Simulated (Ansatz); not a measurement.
MgIn₂O₄ (spinel, Fd-3m), PBEsol (plane waves, PAW; program Ansatz), all energies at zero smearing, with the estimated change up to a 700 eV cutoff added, with one set of potentials and settings (totals compare only within such a set). Cell of 14 atoms (4 In, 2 Mg, 8 O): -30419.389 eV.

| element | reference phase | E (eV/atom) |
|---|---|---|
| In | I4/mmm, 1 atoms in the cell | -5525.4724 |
| Mg | P6_3/mmc, 2 atoms in the cell | -1912.0525 |
| O | C2/m, 4 atoms in the cell, spin-polarised | -558.3609 |

Formation energy per atom, worked out: (-30419.389 − 4×(-5525.4724) − 2×(-1912.0525) − 8×(-558.3609))/14 = -1.893 eV/atom (-183 kJ per mol of atoms), at 0 K, without zero-point energy or fitted corrections.

The cell is a constructed one: a structure type filled with these elements; the Crystallography Open Database copy checked does not list it. Whether it is the stable phase at ambient conditions was not checked. Symmetry was held in the PBEsol relaxation; whether a distortion lowers the energy is not shown. The references are the lowest solids computed at this level, not always the standard phases (solids in place of the gases).

Potentials: the earlier of the program's two PAW sets. The files were generated under PBE; for other functionals the program regenerates the frozen cores, and for LDA and PBEsol the local potential too.
